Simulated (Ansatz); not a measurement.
Given:

SiNi:
Space group Pnma (No. 62); a = 5.085 Å, b = 3.364 Å, c = 5.520 Å, α = β = γ = 90.00°

| atom | site | symmetry | x | y | z |
|---|---|---|---|---|---|
| Ni | 4c | .m. | 0.0094 | 0.2500 | 0.1874 |
| Si | 4c | .m. | 0.1788 | 0.2500 | 0.5872 |

This is the PBEsol-relaxed structure.

All from PBEsol (plane waves, PAW; program Ansatz), unless another level is named. Give the electronic character.

metallic (no gap).

Next, the formation energy from the elements (no fitted shifts)?

-0.59 eV/atom.

Predict the density of states at the Fermi level.

0.27 states/eV per atom (mean over ±0.08 eV).

Symmetry was held in the PBEsol relaxation. The workflow began spin-polarised and lost its moments. The references are the lowest solids computed at this level, not always the standard phases.

Potentials: the later of the program's two PAW sets.
